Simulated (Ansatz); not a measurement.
A geometry of La2O3 away from equilibrium: step 4 of the relaxation of a relaxed La2O3 cell with every coordinate shifted by Gaussian noise of σ = 0.3 Å. Level of theory: r2SCAN (plane waves to 500 eV, PAW, scalar-relativistic; Ansatz, a program for electronic structure). Γ-centred k-mesh 7×7×4 on the run's cell (coarser than for final values), Fermi–Dirac smearing 0.05 eV.

```
La2O3
1.0
    3.91994    -0.02475     0.02275
   -1.98141     3.43361    -0.00666
    0.03541     0.00847     6.18761
La O
2 3
Cartesian
  0.07866   2.42168   1.55736
  1.99528   1.19540   4.68814
  0.09205  -0.16818   0.10137
  0.07494   2.36886   4.09484
  2.04316   1.22657   2.28357
```

Q: Give the Cartesian forces on all atoms (eV/Å).

A: 
```tsv
atom	Fx	Fy	Fz
La1	0.02	-0.19	0.17
La2	0.17	0.13	0.29
O3	0.00	0.58	-0.09
O4	-0.08	-0.26	-0.29
O5	-0.10	-0.26	-0.08
```

Q: What is the pressure?

A: +0.4 GPa, compression positive.

Q: How far above the relaxed end point is this geometry?

A: 0.02 eV/atom; the path ends in P-3m1 (No. 164).

No spin polarisation in the result.
